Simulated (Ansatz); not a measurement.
Notes on RbLaGe₃

```yaml
crystal:
  lattice:
    - [0.00000, 4.84817, 0.00000]
    - [4.84817, 0.00000, 0.00000]
    - [2.42408, 2.42408, -5.53697]
  atoms:
    - { symbol: La, position: [0.00000, 0.00000, 0.00000] }
    - { symbol: Rb, position: [0.66360, 0.66360, 0.67280] }
    - { symbol: Ge, position: [0.43307, 0.43307, 0.13386] }
    - { symbol: Ge, position: [0.75686, 0.25686, 0.48628] }
    - { symbol: Ge, position: [0.25686, 0.75686, 0.48628] }
```

Single point in Ansatz 0.2.0 with r2SCAN, no spin polarisation. Cutoff 500 eV, PAW datasets, 8×8×8 Γ-centred k mesh, fermi-dirac filling (width 0.1 eV).

(1) Give the Bader charges.

(2) Is there a gap?

(3) What is the formation energy?

(4) Is the cell too large or too small?

Origin: a known structure type with other elements, at an estimated volume, so it need not be a known compound. Caveats: atoms or cell far from equilibrium; f levels without a U or exact exchange are poorly placed.

Answers

(1) Bader charges in e: Rb +0.34, La +1.44, Ge -0.61 to -0.56. In the mean La gives up most and Ge takes most.

(2) It is a metal, with about 4.5 states/eV a cell as the mean within 0.25 eV of the Fermi level, mostly Ge p (54 %) and La d (29 %).

(3) 0.97 eV an atom against the elements' usual phases (free molecules for gases, crystals otherwise, with no correction for O₂ or N₂), so at this geometry it isn't bound against them. Relaxing would lower it.

(4) The pressure is 7.0 GPa (compression positive), so with the atoms held at these fractions the cell would first expand; the forces are large, so a full relaxation may end otherwise. The principal stresses 5.9, 5.9, 9.1 GPa differ, so its shape would change too.
